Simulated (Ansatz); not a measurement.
Values for one crystal, relaxed and computed with DFT-PBE in the program Ansatz with PAW potentials; other levels are named.

* **Volume per atom**: 27.39 Å³
* **Electronic character**: metallic (no gap)
* **Density of states at the Fermi level**: 1.9 states/eV per atom (mean over ±0.08 eV)
* **Pressure derivative B′**: 3.1
* **Bulk modulus (Birch–Murnaghan fit)**: 22.7 GPa

Problem. Pick the material that matches.
(A) Be, fcc (Cu type)
(B) Bi, A7 (α-As type)
(C) Pd, simple cubic
(D) Ti, diamond

Solution. D, Ti, diamond

Space group Fd-3m (diamond). The start of the workflow was typed in or built on a structure type; neither database checked (COD, Materials Project) lists it. It is not the phase usual at ambient conditions (space group No. 194). Symmetry was held in the PBE relaxation; whether a distortion lowers the energy is not shown. Magnetic state: ferromagnetic, chosen from 4 collinear starts compared on coarse meshes (ties went to the first, and starts can fall back to one state), not a proven ground state.

Potentials: the earlier of the program's two PAW sets.
